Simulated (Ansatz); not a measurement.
Relaxed RuB2 (space group Pmmn):

```
CELL_PARAMETERS angstrom
      5.66097     0.00000     0.00000
      0.00000     4.59779     0.00000
      0.00000     0.00000     4.00003
ATOMIC_POSITIONS crystal
  B  0.00000 0.80416 0.36289
  B  0.50000 0.80416 0.36289
  B  0.00000 0.19584 0.36289
  B  0.50000 0.19584 0.36289
  B  0.25000 0.69584 0.63711
  B  0.75000 0.69584 0.63711
  B  0.25000 0.30416 0.63711
  B  0.75000 0.30416 0.63711
  Ru 0.00000 0.00000 0.84890
  Ru 0.50000 0.00000 0.84890
  Ru 0.25000 0.50000 0.15110
  Ru 0.75000 0.50000 0.15110
```

A phonon eigenvector at X = (0.5, 0.0, 0.0) is frozen into this cell: atom i moves by Q times the vector below, so Q is the largest atomic displacement, in Å. The cell is held. It is one choice among 2 degenerate patterns. (q is in reciprocal vectors of the primitive cell; the cell shown is doubled to hold the pattern.)

```csv
atom,x,y,z
B1,0.026,0.998,0.049
B2,-0.026,-0.998,-0.049
B3,0.026,-0.998,0.049
B4,-0.026,0.998,-0.049
B5,0.390,0.065,0.003
B6,-0.390,-0.065,-0.003
B7,0.390,-0.065,0.003
B8,-0.390,0.065,-0.003
Ru9,0.001,0.000,0.004
Ru10,-0.001,0.000,-0.004
Ru11,0.016,0.000,0.000
Ru12,-0.016,0.000,0.000
```

Method: LDA (plane waves to 420 eV, PAW, scalar-relativistic; Ansatz, a quantum-chemistry and plane-wave program). k mesh 8×10×12 (Γ-centred), Fermi-Dirac smearing 0.05 eV. Energies are smeared free energies. Left out: 2 of 13 points, with atoms too close for the PAW data. With partly filled bands, energies and forces of such displacements shift with the k mesh and the smearing. RuB2 is run without spin polarisation. RuB2 was relaxed with its symmetry unable to fall. The zero of ΔE is the undisplaced structure. The last digit holds for this mesh only.

| Q (Å) | ΔE (meV/cell) |
|---|---|
| -0.2333 | 3533.5 |
| -0.1867 | withheld |
| -0.1400 | 1088.3 |
| -0.0933 | 461.4 |
| -0.0467 | 112.3 |
| 0.0000 | 0.0 |
| 0.0467 | 112.3 |
| 0.0933 | 461.4 |
| 0.1400 | 1088.3 |
| 0.1867 | withheld |
| 0.2333 | 3533.5 |

Question: Fit an even polynomial form (powers 2, 4, 6) to the given rows and predict ΔE at Q = -0.1867.

Answer: Least squares on the 9 given rows: ΔE = (51110)·Q² + (209100)·Q⁴ + (817900)·Q⁶, in meV/cell with Q in Å; root-mean-square residual 0.17 meV/cell. At -0.1867 the fit gives 2070.2 meV/cell; the calculation gives 2070.6 meV/cell, so the interpolation is off by -0.4 (-0.0 %). The quadratic term alone would give 1781.5 meV/cell.

(A displaced cell: forces are minus the slopes of the energy, force constants its curvatures, and phonons follow from these.)
